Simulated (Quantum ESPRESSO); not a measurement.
## Band energies of AlN at -1.5 % isotropic strain

```
AlN
1.0
    3.06643     0.00000     0.00000
   -1.53321     2.65560     0.00000
    0.00000     0.00000     4.90807
N Al
2 2
Direct
  0.66667   0.33333   0.88105
  0.33333   0.66667   0.38105
  0.66667   0.33333   0.49895
  0.33333   0.66667   0.99895
```

PBEsol (Quantum ESPRESSO, PseudoDojo norm-conserving, 84 Ry, no spin-orbit coupling); path ΓMKΓALHA,LM,KH; energies in eV from the valence-band maximum.

```csv
k (1/Å),point,band 4,band 5,band 6,band 7,band 8,band 9,band 10,band 11
0.00,Γ,-0.90,-0.90,-0.24,-0.24,0.00,4.50,6.94,10.84
0.65,,-3.92,-2.79,-1.73,-0.56,-0.48,6.44,7.43,8.15
1.18,M,-4.32,-3.49,-2.19,-1.88,-0.72,5.77,5.83,8.46
1.30,,-4.29,-3.46,-2.32,-1.89,-0.84,5.74,6.02,8.54
1.87,K,-3.89,-3.89,-2.60,-2.49,-2.49,4.91,8.42,9.83
2.08,,-4.17,-3.40,-3.18,-2.26,-1.89,5.19,8.16,9.46
2.71,,-2.83,-2.66,-1.32,-0.62,-0.34,6.39,8.40,8.89
3.23,Γ,-0.90,-0.90,-0.24,-0.24,0.00,4.50,6.94,10.84
3.34,,-0.89,-0.89,-0.25,-0.25,-0.17,4.64,6.96,10.79
3.87,A,-3.44,-0.58,-0.58,-0.58,-0.58,6.75,6.75,10.56
4.07,,-3.46,-0.85,-0.85,-0.65,-0.65,6.96,6.96,10.02
4.66,,-4.93,-1.64,-1.64,-1.32,-1.32,5.96,5.96,9.76
5.06,L,-5.85,-1.54,-1.54,-1.43,-1.43,5.33,5.33,9.41
5.40,,-5.55,-2.90,-2.90,-0.96,-0.96,6.19,6.19,9.32
5.74,H,-5.01,-4.10,-4.10,-0.82,-0.82,7.43,7.43,7.97
6.03,,-5.17,-3.33,-3.33,-0.95,-0.95,6.76,6.76,8.96
6.62,,-3.79,-1.56,-1.56,-1.05,-1.05,7.12,7.12,9.49
7.10,A,-3.44,-0.58,-0.58,-0.58,-0.58,6.75,6.75,10.56
7.10,L,-5.85,-1.54,-1.54,-1.43,-1.43,5.33,5.33,9.41
7.21,,-5.65,-1.80,-1.72,-1.34,-1.19,5.06,5.64,9.19
7.74,M,-4.32,-3.49,-2.19,-1.88,-0.72,5.77,5.83,8.46
7.74,K,-3.89,-3.89,-2.60,-2.49,-2.49,4.91,8.42,9.83
8.38,H,-5.01,-4.10,-4.10,-0.82,-0.82,7.43,7.43,7.97
```

The PBEsol gap is direct, 4.50 eV at Γ.

Geometry strained from the cell relaxed with PBEsol, atoms relaxed again.
